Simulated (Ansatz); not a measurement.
Molecular dynamics on a 1×1×1 supercell (3 atoms) of MoTe2 (CdCl2 type), relaxed with r2SCAN+rVV10. Forces come from r2SCAN in Ansatz 0.2.0: a Nosé-Hoover thermostat at fixed volume, 300 K, steps of 3 fs. Classical nuclei, no spin polarisation; a few dozen steps show the first response, not equilibrium. The structure comes from a prototype and may be hypothetical.

```yaml
crystal:
  lattice:
    - [1.7509539888, 1.0109137567, 7.0687660149]
    - [-1.7509539888, 1.0109137567, 7.0687660149]
    - [0.0, -2.0218275135, 7.0687660149]
  atoms:
    - { symbol: Mo, position: [0.0, 0.0, 0.0] }
    - { symbol: Te, position: [0.2465646676, 0.2465646676, 0.2465646676] }
    - { symbol: Te, position: [0.7534353324, 0.7534353324, 0.7534353324] }
kpoints:
  mp_grid: { grid: [4, 4, 4] }
hamiltonian:
  xc: r2scan
scf:
  occupations: { method: fermi_dirac, width: 0.026 }
md:
  ensemble: nvt_nose_hoover
  temperature: 300
  timestep: 3.0
  n_steps: 20
  initial_velocities: maxwell_boltzmann
  seed: 6023
```

Command: `ansatz run input.yaml --threads 4 --pin off --max-ram 3686MiB --backend cpu --events-out ev --progress --plain --runs-dir out`.

**Question.** What wall time did it need on 4 threads of Arm Neoverse N1, on a shared host, load about 0.8 per core, and how much host memory at the peak?

**Answer.** About 110 s, with a peak of 0.57 GiB.

| step | t (fs) | T (K) | free energy F from step 0 (meV/atom) | kinetic energy (meV/atom) | largest force (eV/Å) |
| --- | --- | --- | --- | --- | --- |
| 0 | 0 | 300 | 0.0 | 25.9 | 0.13 |
| 1 | 3 | 296 | 0.3 | 25.5 | 0.21 |
| 2 | 6 | 284 | 1.4 | 24.4 | 0.37 |
| 3 | 9 | 263 | 3.2 | 22.7 | 0.54 |
| 4 | 12 | 236 | 5.6 | 20.3 | 0.70 |
| 5 | 15 | 204 | 8.3 | 17.6 | 0.86 |
| 6 | 18 | 170 | 11.3 | 14.6 | 0.99 |
| 7 | 21 | 136 | 14.3 | 11.7 | 1.11 |
| 8 | 24 | 104 | 17.1 | 8.9 | 1.21 |
| 9 | 27 | 77 | 19.5 | 6.6 | 1.28 |
| 10 | 30 | 56 | 21.3 | 4.8 | 1.33 |
| 11 | 33 | 42 | 22.5 | 3.6 | 1.36 |
| 12 | 36 | 37 | 23.0 | 3.2 | 1.36 |
| 13 | 39 | 40 | 22.8 | 3.4 | 1.34 |
| 14 | 42 | 51 | 21.8 | 4.4 | 1.29 |
| 15 | 45 | 69 | 20.3 | 6.0 | 1.23 |
| 16 | 48 | 93 | 18.4 | 8.0 | 1.14 |
| 17 | 51 | 121 | 16.1 | 10.4 | 1.03 |
| 18 | 54 | 150 | 13.8 | 13.0 | 0.91 |
| 19 | 57 | 179 | 11.6 | 15.5 | 0.79 |
| 20 | 60 | 206 | 9.6 | 17.8 | 0.66 |

The temperature starts at 300 K, is lowest at step 12 (37 K, 36 fs) and ends at 206 K. The thermostat hasn't had time to restore it. The atoms start on their lattice sites with kinetic energy alone, so much of it first passes into potential energy. By the last step the atoms have moved 0.05 Å in the root mean square, the drift of the whole cell taken out, 0.05 Å at most.

Positions (Å) and forces (eV/Å) at step 20:
```
Mo  -0.037   0.038  -0.022     0.335  -0.329   0.460
Te   0.032  -0.013   5.207    -0.270   0.182  -0.027
Te  -0.004  -0.016  16.016    -0.066   0.148  -0.432
```
